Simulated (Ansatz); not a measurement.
NbAs:
```yaml
crystal:
  lattice:
    - [3.21748, 0.00000, 0.00000]
    - [0.00000, 3.21748, 0.00000]
    - [0.00000, 0.00000, 3.21748]
  atoms:
    - { symbol: Nb, position: [0.00000, 0.00000, 0.00000] }
    - { symbol: As, position: [0.50000, 0.50000, 0.50000] }
```

Relaxed with PBE. Special points in fractions of this cell's reciprocal vectors: Γ (0.000, 0.000, 0.000); X (0.000, 0.500, 0.000); M (0.500, 0.500, 0.000); R (0.500, 0.500, 0.500).

Problem. List the band energies nearest the Fermi level at these points for PBE with spin–orbit coupling in the plane-wave PAW code Ansatz.

Solution. In eV from the Fermi level; about four levels below and three above (degenerate sets whole), none deeper than 8.9 eV; points with the same levels are listed once.

```tsv
k	below	above
Γ	-2.92 -2.92 -2.92 -2.92 -0.08 -0.08	0.36 0.36 0.36 0.36
X	-2.22 -2.22 -2.03 -2.03	1.86 1.86 3.05 3.05
M	-0.15 -0.15 -0.09 -0.09	1.87 1.87 2.01 2.01
R	-6.12 -6.12 -6.12 -6.12	3.23 3.23 3.33 3.33 3.33 3.33
```

Space group Pm-3m (CsCl type). The cell is a constructed one: a structure type filled with these elements; neither database checked (COD, Materials Project) lists it. COD files the formula under space group No. 109, so this cell is another polymorph or a model. Its standing as an ambient phase is unchecked. The cell was relaxed with PBE under the symmetry of its start; whether a distortion lowers the energy is not shown. The run is not spin-polarised.

Potentials: the later of the program's two PAW sets.
